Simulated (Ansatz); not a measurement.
Pd:
```xyz
1
Lattice="0.0000 1.9374 1.9374 1.9374 0.0000 1.9374 1.9374 1.9374 0.0000" Properties=species:S:1:pos:R:3 pbc="T T T"
Pd     0.0000     0.0000     0.0000
```

Relaxed with PBEsol. Special points in fractions of this cell's reciprocal vectors: Γ (0.000, 0.000, 0.000); X (0.500, 0.000, 0.500); U (0.625, 0.250, 0.625); K (0.375, 0.375, 0.750); L (0.500, 0.500, 0.500); W (0.500, 0.250, 0.750).

Task: List the band energies nearest the Fermi level at these points for PBEsol with spin–orbit coupling (plane waves, PAW; program Ansatz).

Result: In eV from the Fermi level; about four levels below and three above (degenerate sets whole), none deeper than 8.9 eV; … stands for higher levels left out; points with the same levels are listed once.

```tsv
k	below	above
Γ	-1.26 -1.26 -1.26 -1.26	…
X	-5.31 -5.31 -0.12 -0.12	0.16 0.16 0.45 0.45
U	-1.01 -1.01 -0.17 -0.17	7.04 7.04 …
L	-2.85 -2.85 -0.14 -0.14	0.06 0.06 0.81 0.81
W	-3.49 -3.49 -1.38 -1.38	0.28 0.28 8.66 8.66
```

Space group Fm-3m (fcc (Cu type)). The cell was relaxed with PBEsol under the symmetry of its start. The workflow began spin-polarised and lost its moments. The cell computed holds one magnetic atom, so no antiferromagnetic order was within reach.

Potentials: the earlier of the program's two PAW sets. The files were generated under PBE; for other functionals the program regenerates the frozen cores, and for LDA and PBEsol the local potential too.
